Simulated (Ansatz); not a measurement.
## Is this Li2CaO2 structure stable?

It was reached by relaxing an invented guess, and it needn't be the stable form of this composition.

All numbers below come from DFT PBE, scalar-relativistic, plane waves, PAW (Ansatz 0.2.0). Plane waves to 420 eV, a 12×12×4 mesh through Γ for the 5-atom cell and 0.02 eV Gaussian smearing; no spin polarisation.

```xyz
5
Lattice="3.3597 0.0000 0.0000 -1.6799 2.9096 0.0000 0.0000 0.0000 5.4718" Properties=species:S:1:pos:R:3 pbc="T T T"
Li    0.0000    1.9397    4.8368
Li    1.6799    0.9699    0.6350
Ca    0.0000    0.0000    2.7359
O     0.0000    1.9397    1.3337
O     1.6799    0.9699    4.1381
```

Energies over the elements count from the elements' standard structures at the same level (O₂ as a molecule), with no fitted energy shifts.

Question: These tests were run: energy against the elements; random kick, then relaxation without symmetry; phonons on a 3×3×1 q mesh; elastic tensor. What do they show?

Answer:

```tsv
test	result
energy against the elements	−2.261 eV/atom
random kick, then relaxation without symmetry	returns
phonons on a 3×3×1 q mesh	no imaginary mode on the mesh
elastic tensor	least eigenvalue 58 GPa
```

It fails none of these tests. Whether a mixture of other phases lies lower isn't tested here.

The kick test ran on a coarse mesh. The run for the phonons used a 12×12×4 k mesh. The run for the elastic tensor used a 12×12×4 k mesh.
